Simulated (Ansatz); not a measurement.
# Ge: frozen-core PAW against all-electron methods

```
Ge
1.0
     4.07599    0.00000    0.00000
    -2.03799    3.52991    0.00000
     0.00000    0.00000    6.72881
Ge
4
Direct
  0.66667 0.33333 0.06290
  0.33333 0.66667 0.56290
  0.66667 0.33333 0.43710
  0.33333 0.66667 0.93710
```

Atoms are numbered in the order listed.

The cell is the one relaxed in the Materials Project (mp-1007760), not relaxed further here; entries there can be hypothetical. The listed cell was then made from it by scaling, straining or moving an atom.

All numbers are computed: DFT, PBEsol, PAW with Ansatz's default frozen-core files, scalar-relativistic (Ansatz 0.2.0); DFT, PBEsol, all-electron PAW with datasets made for the crystal, scalar-relativistic (Ansatz 0.2.0); DFT, PBEsol, all-electron LAPW, scalar-relativistic (Ansatz 0.2.0).

For PAW: a Γ-centred 11×11×6 k mesh, Fermi–Dirac smearing of 0.05 eV, cutoff 420 eV, no spin polarisation; the PAW files were made with PBE, and the program remakes their frozen cores for this functional. The crystal-made all-electron datasets (AE datasets) take a cutoff of 140 eV at this cell. LAPW targets a basis error of 1 meV/atom. The Ansatz runs share mesh, smearing and spin set-up. Plane-wave (PAW) pressures include the program's estimate of the Pulay term.

Stress and pressure are positive in compression.

The change that made this cell: volume scaled by 1.06.

In a metal, gradients converge slowly with the k mesh: the values move by tens of per cent from one mesh to another, at times in sign, so only the comparison on one mesh counts.

```tsv
quantity	PAW	AE datasets	LAPW
pressure (GPa)	-3.48	-3.48	-3.48
stress xx (GPa)	-3.43	-3.43	-3.43
stress zz (GPa)	-3.57	-3.57	-3.57
force on Ge1, z (eV/Å)	-0.020	-0.020	-0.020
field gradient Vzz at Ge1 (10²¹ V/m²)	0.69	0.69	–
```
